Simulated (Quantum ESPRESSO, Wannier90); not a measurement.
Wannier functions of SnSe (rock salt)

```
begin unit_cell_cart
ang
    0.0000000000    3.0104350000    3.0104350000
    3.0104350000    0.0000000000    3.0104350000
    3.0104350000    3.0104350000    0.0000000000
end unit_cell_cart
begin atoms_frac
Sn   0.0000000000  0.0000000000  0.0000000000
Se   0.5000000000  0.5000000000  0.5000000000
end atoms_frac
```

Materials Project entry mp-2693; symmetrised, unrelaxed at this level. COD (Crystallography Open Database) has the formula in 3 space groups, this one among them (matched by group alone). Method: PBEsol plane waves in Quantum ESPRESSO 7.5 (PseudoDojo norm-conserving files, 69 Ry, spinors with spin-orbit coupling), Bloch states on a 6×6×6 mesh through Γ, Wannier90 4.0.1. Density: 10×10×10 mesh, Gaussian smearing 0.01 Ry.

A tight-binding model is made by disentanglement and projection with no localisation steps (num_iter = 0), so the 16 orbitals stay atom-like: hydrogen-like Sn: s;p; Se: s;p, axes along x, y, z; frozen window up to 1.83 eV relative to the valence-band maximum. It follows pw.x to 7.3 meV rms for states up to 1.3 eV relative to the valence-band maximum. Matrix elements depend on this choice of orbitals and windows.

The 20 largest hoppings ⟨m,0|H|n,R⟩ between different sites (one of each Hermitian pair; signs follow the real orbitals' lobes; the list may end inside a set of equal values):

| m | n | R | distance of the centres (Å) | t (eV) | Im t (eV) |
|---|---|---|---|---|---|
| Se2 pz↑ | Sn1 pz↑ | 0 0 1 | 3.01 | 1.971 | 0.000 |
| Se2 pz↓ | Sn1 pz↓ | 0 0 1 | 3.01 | 1.971 | 0.000 |
| Se2 py↑ | Sn1 py↑ | 0 1 0 | 3.01 | 1.971 | 0.000 |
| Se2 py↓ | Sn1 py↓ | 0 1 0 | 3.01 | 1.971 | 0.000 |
| Se2 px↑ | Sn1 px↑ | 0 1 1 | 3.01 | 1.971 | 0.000 |
| Se2 px↓ | Sn1 px↓ | 0 1 1 | 3.01 | 1.971 | 0.000 |
| Se2 px↑ | Sn1 px↑ | 1 0 0 | 3.01 | 1.971 | 0.000 |
| Se2 px↓ | Sn1 px↓ | 1 0 0 | 3.01 | 1.971 | 0.000 |
| Se2 py↑ | Sn1 py↑ | 1 0 1 | 3.01 | 1.971 | 0.000 |
| Se2 py↓ | Sn1 py↓ | 1 0 1 | 3.01 | 1.971 | 0.000 |
| Se2 pz↑ | Sn1 pz↑ | 1 1 0 | 3.01 | 1.971 | 0.000 |
| Se2 pz↓ | Sn1 pz↓ | 1 1 0 | 3.01 | 1.971 | 0.000 |
| Se2 pz↑ | Sn1 s↑ | 0 0 1 | 3.01 | 1.231 | 0.000 |
| Se2 pz↓ | Sn1 s↓ | 0 0 1 | 3.01 | 1.231 | 0.000 |
| Se2 py↑ | Sn1 s↑ | 0 1 0 | 3.01 | 1.231 | 0.000 |
| Se2 py↓ | Sn1 s↓ | 0 1 0 | 3.01 | 1.231 | 0.000 |
| Se2 px↑ | Sn1 s↑ | 0 1 1 | 3.01 | -1.231 | 0.000 |
| Se2 px↓ | Sn1 s↓ | 0 1 1 | 3.01 | -1.231 | 0.000 |
| Se2 px↑ | Sn1 s↑ | 1 0 0 | 3.01 | 1.231 | 0.000 |
| Se2 px↓ | Sn1 s↓ | 1 0 0 | 3.01 | 1.231 | 0.000 |
